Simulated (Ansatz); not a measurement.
The relaxed structure here is a generated cell of Be: the first start was made by placing the elements on the sites of a structure type, and the end was not matched to a known phase here, so it may be hypothetical. Known forms of Be include space group No. 194.

A relaxed cell of Be (I4/mmm (No. 139)), relaxed on a k-mesh at least as fine as the one used below. The numbers are results of PBE (plane waves to 420 eV, PAW, scalar-relativistic; Ansatz, a program for electronic structure), not measurements. Γ-centred k-mesh 20×20×20 on the run's cell (coarser than for final values), Fermi–Dirac smearing 0.05 eV.

```xyz
4
Lattice="-2.2269 2.2269 7.4317 0.0000 0.0000 7.4317 0.0000 2.2269 0.0000" Properties=species:S:1:pos:R:3 pbc="T T T"
Be     0.0000     2.2269     6.3228
Be    -1.1135     3.3404    10.0386
Be    -2.2269     4.4538     8.5406
Be    -1.1135     3.3404     4.8247
```

The atoms are displaced along an unstable phonon of this cell by (Å):

| atom | ux | uy | uz |
|---|---|---|---|
| Be1 | 0.000 | 0.150 | 0.000 |
| Be2 | 0.000 | -0.150 | 0.000 |
| Be3 | 0.000 | -0.150 | 0.000 |
| Be4 | 0.000 | 0.150 | 0.000 |

### Question
What forces (eV/Å) and pressure result?

### Answer
| atom | Fx | Fy | Fz |
|---|---|---|---|
| Be1 | 0.00 | 0.20 | 0.06 |
| Be2 | 0.00 | -0.20 | 0.06 |
| Be3 | 0.00 | -0.20 | -0.06 |
| Be4 | 0.00 | 0.20 | -0.06 |

Pressure -0.6 GPa.

The undisplaced cell is probably no minimum: from this displacement the run went on to Cmcm (No. 63), 0.19 eV/atom below it.

No spin polarisation in the result.
